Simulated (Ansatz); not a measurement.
This guess for Mg3Zn2O is about to be relaxed.

Space group Cmmm (No. 65). a = 4.985 Å, b = 8.353 Å, c = 3.915 Å, α = 90.00°, β = 90.00°, γ = 90.00°
```tsv
atom	site	symmetry	x	y	z
Mg	4i	m2m	0.5000	0.3399	0.0000
Mg	2d	mmm	0.0000	0.0000	0.5000
Zn	4f	..2/m	0.2500	0.2500	0.5000
O	2b	mmm	0.5000	0.0000	0.0000
```

Computed with Ansatz, DFT PBE, scalar-relativistic, plane waves, PAW. Cutoff 420 eV, Gaussian smearing, Γ-centred meshes. Cell and atoms relax first on a coarse mesh and then on a finer one. In between, the cell is made exact in the group found at 0.06 Å. In metals the finer mesh still leaves noise of several meV/atom or more. The steps can't lower the symmetry of their start. No spin polarisation in the relaxation; trial moments died out in a coarse test.

A guess keeps its type if space group and coordination stay and the shape of the cell changes little (axis ratios within about 15 %, angles within 6°); the volume may change.

Problem. Will the relaxed cell still be of the starting type?

Solution. It doesn't keep its type. The symmetry stays Cmmm (No. 65). The volume per atom grows by 54.1 %, from 13.6 to 20.9 Å³. The shortest distance goes from 2.37 Å (Mg–Mg) to 1.84 Å (Mg–O). Counting neighbours within 15 % of an atom's shortest distance, the start has Mg 7/8, O 18, Zn 8 and the end Mg 1/8, O 2, Zn 2. In detail, at the end Mg on a site of symmetry m2m is surrounded by 1 O at 1.84 Å, 4 Zn at 2.79 Å, 2 Mg at 3.28 Å and 5 Mg at 3.69–3.72 Å; Zn has 2 Zn at 2.32 Å, 4 Mg at 2.79 Å and 2 Mg at 3.22 Å; O has 2 Mg at 1.84 Å and 4 Mg at 3.23 Å; 1 more site not described.

Space group Cmmm (No. 65). a = 4.635 Å, b = 12.024 Å, c = 4.509 Å, α = 90.00°, β = 90.00°, γ = 90.00°
```csv
atom,site,symmetry,x,y,z
Mg,4i,m2m,0.5000,0.1533,0.0000
Mg,2d,mmm,0.0000,0.0000,0.5000
Zn,4f,..2/m,0.2500,0.2500,0.5000
O,2b,mmm,0.5000,0.0000,0.0000
```

The zero of energy is the elements' standard structures at the same level (O₂ as a molecule); no fitted shifts are applied.

Problem. At what energy does it end?

Solution. −0.41 eV/atom.

The last run used a 10×10×8 mesh (in the run's order of axes) for its 6-atom cell and Gaussian smearing of 0.10 eV. Symmetry constrained the relaxation, so the result can be a saddle point. Another cell of Mg3Zn2O relaxed alike, in P6_3/mmc, lies 212 meV/atom lower, so this cell isn't the stable form at this level.

In counts of neighbours, a slash parts the counts of unlike sites.
